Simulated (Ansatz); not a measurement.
C: from a starting cell to a relaxed one

The start is a generated cell, C placed in the hcp structure type. Cell shape, volume and atoms are optimised at zero target pressure with PBE (plane waves to 420 eV, PAW, scalar-relativistic; Ansatz, a first-principles code). The first steps use a coarse 12×12×7 k-mesh.

The start:
```
C
1.0
    2.18163     0.00000     0.00000
   -1.09082     1.88935     0.00000
    0.00000     0.00000     3.54209
C
2
Direct
  0.33333   0.66667   0.25000
  0.66667   0.33333   0.75000
```

Q: By how much does the energy per atom fall from start to end?

A: 1.24 eV/atom.

Q: How does the volume per atom move from start to end?

A: -17.0 %, from 7.30 to 6.06 Å³/atom.

Q: How do the shortest distances between atoms change?

A: The closest pairs of elements (up to four, under 3.6 Å), start → end: C–C 2.17 → 1.83 Å.

Q: Write out the relaxed structure.

A: 
```cif
data_C2
_chemical_formula_sum 'C2'
_space_group_name_H-M_alt 'P63/mmc'
_space_group_IT_number 194
_space_group_name_Hall '-P 6c 2c'
_cell_length_a 2.49479
_cell_length_b 2.49479
_cell_length_c 2.24921
_cell_angle_alpha 90.000
_cell_angle_beta 90.000
_cell_angle_gamma 120.000
loop_
_atom_site_label
_atom_site_type_symbol
_atom_site_symmetry_multiplicity
_atom_site_Wyckoff_symbol
_atom_site_fract_x
_atom_site_fract_y
_atom_site_fract_z
_atom_site_occupancy
C1 C 2 c 0.33333 0.66667 0.25000 1
```

The space group stays P6₃/mmc (No. 194) (the run could not lower it), with 2 atoms in the primitive cell. Final values are on a 21×21×20 k-mesh of the relaxed cell. No spin polarisation in the result.

The run could not lose the symmetry of its start, so the end can be a saddle point.

All atoms sit on sites fixed by symmetry, so only the cell could relax.

The relaxed structure here is a generated cell of C: the first start was made by placing the elements on the sites of a structure type, and the end was not matched to a known phase here, so it may be hypothetical. A known form of C has the same space group but another cell.
